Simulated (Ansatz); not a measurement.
A geometry of NbRu away from equilibrium: step 44 of the relaxation of a relaxed NbRu cell shaken by Gaussian noise of σ = 0.08 Å a coordinate. Level of theory: PBEsol (plane waves to 420 eV, PAW, scalar-relativistic; Ansatz, a quantum-chemistry and plane-wave program). Γ-centred k-mesh 9×9×4 on the run's cell (coarser than for final values), Fermi–Dirac smearing 0.05 eV.

```xyz
8
Lattice="4.1777 -1.2561 0.3039 -3.1766 4.0597 0.1913 0.7123 0.9291 9.6604" Properties=species:S:1:pos:R:3:forces:R:3 pbc="T T T" free_energy=-41249.262 pressure_GPa=3.5
Nb     0.6506     0.4270     9.2261    0.0016   -0.0004    0.0035
Nb     0.7947     1.3646     4.6436    0.0018   -0.0003    0.0034
Nb    -1.3305     2.6312     2.3971   -0.0018    0.0003   -0.0034
Nb     2.7026     0.4382     7.2837   -0.0016    0.0004   -0.0035
Ru     0.2322     0.5904     2.0640    0.0026   -0.0005   -0.0003
Ru     0.0876    -0.3466     6.6465    0.0026   -0.0007   -0.0003
Ru    -0.7681     3.4055     4.9767   -0.0026    0.0005    0.0003
Ru     2.5532     0.2827     0.2029   -0.0026    0.0007    0.0003
```

Positions in Å, forces in eV/Å, free energy of the cell in eV (comparable only within this code, potentials and settings). Largest force: all forces are below 0.005 eV/Å; the geometry lies 0.04 eV/atom above the end of its relaxation.

No spin polarisation in the result.

The end of the path is a generated cell of NbRu: the first start was made by placing the elements on the sites of a structure type, and the end was not matched to a known phase here, so it may be hypothetical.
